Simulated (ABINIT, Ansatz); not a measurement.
This is a calculation of LiY3 for Ansatz 0.2.0. Atoms were shifted at random by some hundredths of an Å from the given cell, which wasn't relaxed again for these runs. The cell comes from a database or a generator and needn't be the stable form of this composition.

Contents of input.yaml:

```yaml
crystal:
  lattice:
    - [0.0, 3.899852, 3.899852]
    - [3.899852, 0.0, 3.899852]
    - [3.899852, 3.899852, 0.0]
  atoms:
    - { symbol: "Y", position: [0.497213, 0.504979, 0.496385] }
    - { symbol: "Y", position: [0.754511, 0.754453, 0.742652] }
    - { symbol: "Y", position: [0.24629, 0.241955, 0.257419] }
    - { symbol: Li, position: [0.005722, -0.00036, -0.012697] }
hamiltonian:
  xc: pbe
  pseudopotentials: { kind: paw }
kpoints:
  mp_grid: { grid: [6, 6, 6] }
scf:
  occupations: { method: fermi_dirac, width: 0.05 }
output:
  forces: true
  stress: true
  eigenvalues: true
```

Potentials or basis: Ansatz PAW.

Launch:

```sh
$ ansatz run input.yaml --threads 2 --pin off --max-ram 5120MiB --backend cpu --events-out ev --progress --plain --runs-dir out
```

Question: What does the same run look like in ABINIT 10.8.3 (patched build)? Potentials or basis there: JTH PAW PBE v2.0, cutoff 435 eV.

Answer: As run (cutoffs and basis follow the program's own potentials, and thresholds, step limits or extra output files can differ):

run.abi

```
# Pseudopotentials
pp_dirpath "./"
pseudos "Y.GGA_PBE-JTH.xml, Li.GGA_PBE-JTH.xml"

# Structure
acell 3*1.0
rprim
     0.0000000000     7.3696522066     7.3696522066
     7.3696522066     0.0000000000     7.3696522066
     7.3696522066     7.3696522066     0.0000000000
ntypat 2
znucl 39 3
natom 4
typat 1 1 1 2
xcart
     3.9051713981     3.8748851475     3.9084004756
     5.8384879285     5.8387141199     5.8847362733
     1.9474846926     1.9643905511     1.9040832397
    -0.0509203676    -0.0272014677     0.0209110064 Angstrom
chkprim 0
chksymtnons 0
tolsym 1.0e-6

# Plane-wave basis
ecut 16.0
pawecutdg 32.0

# k points
kptopt 1
ngkpt 6 6 6
nshiftk 1
shiftk 0.0 0.0 0.0

# Exchange and correlation
ixc 11

# Bands and occupations
nband 22
occopt 3
tsmear 0.05 eV

# SCF cycle
nstep 100
tolvrs 1.0e-9

# Output
iomode 3
prtwf 0
prtden 0
prteig 0
prtebands 0
```

Potentials or basis: JTH PAW PBE v2.0.

The run is started by

```sh
$ abinit run.abi > log 2>&1
```

Both were run:

|  | Ansatz | ABINIT |
| --- | --- | --- |
| Pressure | 0.0 GPa | 0.0 GPa |
| Largest force | 0.234 eV/Å | 0.234 eV/Å |
| Energy over the undisturbed cell | 2.9 meV/atom | 2.9 meV/atom |

Ansatz's pressure holds a Pulay term of +0.00 GPa for its cutoff of 420 eV, which the other run lacks.

Where Ansatz's input types no cutoff or centring, it takes its own default and a Γ-centred mesh.

Pressure is positive in compression.
